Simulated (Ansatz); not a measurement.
TiSi in space group Cmmm (No. 65; Ti on 2b, Si on 2d) at seven volumes, plane-wave PAW r²SCAN (Ansatz code), shape and atoms relaxed at each. One row is withheld.

```
V (Å³/atom)  P (GPa)
-----------  -------
13.092         15.84
13.523          9.68
13.955          4.52
14.387          0.00
14.818         -3.64
15.250         -6.58
15.681             ?
```

**Question.** Fit the shown pressures and predict the withheld one.

**Answer.** P = (3/2)B₀(x^(7/2) − x^(5/2))[1 + (3/4)(B′ − 4)(x − 1)] with x = (V₀/V)^(2/3). Least squares on the six rows gives V₀ = 14.395 Å³/atom, B₀ = 133 GPa, B′ = 4.90. At V = 15.681, x = 0.9446 and P = -9.23 GPa. The run itself gave -9.16 GPa.

The workflow started from a Materials Project entry (that database holds measured and hypothetical structures alike); the Crystallography Open Database copy checked does not list it. COD files the formula under space group No. 25, so this cell is another polymorph or a model. Whether it is the stable phase at ambient conditions was not checked. The r²SCAN relaxation kept the symmetry of its start; of distortions, only those at the zone centre were tested. The run is not spin-polarised.

Potentials: the earlier of the program's two PAW sets.
